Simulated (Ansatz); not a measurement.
Starting cell, SnO2 (rutile):

```
CELL_PARAMETERS angstrom
      4.82756     0.00000     0.00000
      0.00000     4.82756     0.00000
      0.00000     0.00000     3.23791
ATOMIC_POSITIONS crystal
  Sn 0.00000 0.00000 0.00000
  Sn 0.50000 0.50000 0.50000
  O  0.30660 0.30660 0.00000
  O  0.80660 0.19340 0.50000
  O  0.19340 0.80660 0.50000
  O  0.69340 0.69340 0.00000
```

Scan: atom 5 (O, nearest neighbour Sn at 2.089 Å; its periodic images, 3.2 Å or more away, move with it) is displaced along Cartesian [110], direction (0.707, 0.707, 0.000) in Cartesian axes, by s. The other atoms stay.

Calculation: PBE (plane waves to 420 eV, PAW, scalar-relativistic; Ansatz, a quantum-chemistry and plane-wave program). k mesh 6×6×8 (Γ-centred), Fermi-Dirac smearing 0.05 eV. E stands for the smeared free energy. Compression counts positive. F∥ is the force on the atom along that direction. F⊥ is the part of the force across the line. SnO2 was relaxed with its symmetry unable to fall. The PAW data are Ansatz's earlier set. The zero of ΔE is the undisplaced structure.

| s (Å) | ΔE (meV/cell) | |F⊥| (eV/Å) | F∥ (eV/Å) | P (GPa) |
|---|---|---|---|---|
| -0.630 | 818 | 0.002 | 2.913 | -0.71 |
| -0.504 | 500 | 0.010 | 2.163 | -0.58 |
| -0.378 | 269 | 0.010 | 1.508 | -0.38 |
| -0.252 | 116 | 0.006 | 0.945 | -0.18 |
| -0.126 | 28 | 0.002 | 0.453 | -0.05 |
| 0.000 | 0 | 0.000 | 0.000 | 0.00 |
| 0.126 | 28 | 0.002 | -0.453 | -0.05 |
| 0.252 | 116 | 0.006 | -0.945 | -0.18 |
| 0.378 | 269 | 0.010 | -1.508 | -0.38 |
| 0.504 | 500 | 0.010 | -2.163 | -0.58 |
| 0.630 | 818 | 0.002 | -2.913 | -0.71 |

What the scan shows:

| Quantity | Value |
|---|---|
| Energy at s = 0.630 Å | 818 meV/cell |
| Force along the line at s = -0.630 Å | 2.91 eV/Å |
| Symmetry of the curve | even: the same for both signs |
| Shape of the curve | a single well with its minimum at or next to zero displacement |
| Force constant k = d²E/ds² at s = 0 (finite differences) | 3.54 eV/Å² |
| Harmonic estimate at the end of the scan | ½ks² = 703 meV/cell against the computed 818 meV/cell, so the well is stiffer than harmonic there |

The 11 points together took very roughly 2.9 core-minutes.

(A displaced cell: forces are minus the slopes of the energy, force constants its curvatures, and phonons follow from these.)
